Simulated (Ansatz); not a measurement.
## Course of a relaxation: AlIn2Sb3

The cell of AlIn2Sb3 is invented: random cell by space group and Wyckoff sites (P4mm, No. 99). Lengths were set from tabulated atomic sizes, so they are only a guess.

```xyz
6
Lattice="5.1946 0.0000 0.0000 0.0000 5.1946 0.0000 0.0000 0.0000 6.3661" Properties=species:S:1:pos:R:3 pbc="T T T"
Al    2.5973    2.5973    3.7731
In    0.0000    0.0000    2.4520
In    2.5973    2.5973    5.8413
Sb    2.5973    0.0000    5.0736
Sb    0.0000    2.5973    5.0736
Sb    2.5973    2.5973    1.3466
```

All numbers below come from Ansatz, DFT PBE, scalar-relativistic, plane waves, PAW. Cutoff 420 eV, Gaussian smearing, Γ-centred meshes. Cell and atoms relax first on a coarse mesh and then on a finer one. In between, the cell is made exact in the group found at 0.06 Å. In metals the finer mesh still leaves noise of several meV/atom or more. The steps can't lower the symmetry of their start. No spin polarisation.

Steps on the 4×4×4 mesh (6 atoms, 23 steps). The free energy counts from the last step; some steps are skipped; the plane-wave basis is renewed at times, which shifts energy and pressure.

```
step  ΔF (meV/atom)  V (Å³/atom)  P (GPa)  largest force component (eV/Å)
   1         2289.3        28.63    34.19                          34.480
   3          787.2        31.20    12.94                           2.835
   6          214.2        34.77     1.01                           0.444
   8          187.7        34.47     0.00                           0.289
  11          181.0        33.98    -0.04                           0.038
  13          104.4        35.02     0.50                           0.205
  16           15.6        33.96     0.41                           0.111
  18           12.0        35.12    -0.44                           0.150
  21            1.1        34.97     0.03                           0.083
  23            0.0        35.12     0.16                           0.027
```

The relaxed structure, after a last relaxation on the converged mesh:

```xyz
6
Lattice="4.5621 0.0000 0.0000 0.0000 4.5621 0.0000 0.0000 0.0000 10.2782" Properties=species:S:1:pos:R:3 pbc="T T T"
Al    2.2811    2.2811    5.9157
In    0.0000    0.0000    3.7510
In    2.2811    2.2811    9.9724
Sb    2.2811    0.0000    7.5575
Sb    0.0000    2.2811    7.5575
Sb    2.2811    2.2811    3.2844
```

The symmetry stays P4mm (No. 99). The volume per atom grows by 24.5 %, from 28.6 to 35.7 Å³. The shortest distance goes from 1.87 Å (In–Sb) to 2.63 Å (Al–Sb). The ratio c/a of the conventional cell changes by a factor of 1.84. The energy falls by about 2.3 eV/atom (the start's value is from the coarse mesh). Al is surrounded by 1 Sb at 2.63 Å and 4 Sb at 2.81 Å; around In on its first site lie 4 Sb at 3.26 Å; around Sb on a site of symmetry 2mm lie 2 Al at 2.81 Å, 4 Sb at 3.23 Å and 2 In at 3.32 Å; 2 more sites not described.

```
Volume per atom                          : 35.65 Å³
Density                                  : 4.83 g/cm³
Energy over the elements                 : +0.19 eV/atom
Gap on the 8×8×4 mesh of the 6-atom cell : 0 eV (a metal)
```

The zero of energy is the elements' standard structures at the same level; no fitted shifts are applied.

The last run used Gaussian smearing of 0.10 eV. These runs have no spin–orbit coupling, which can matter for Sb. Symmetry constrained the relaxation, so the result can be a saddle point. In all, the 3 runs took 21 min on 1 thread of Intel(R) Xeon(R) Processor @ 2.50GHz (Skylake/Cascade Lake), with other jobs on the host. Another cell of AlIn2Sb3 relaxed alike, in P-6m2, lies 82 meV/atom lower, so this cell isn't the stable form at this level.
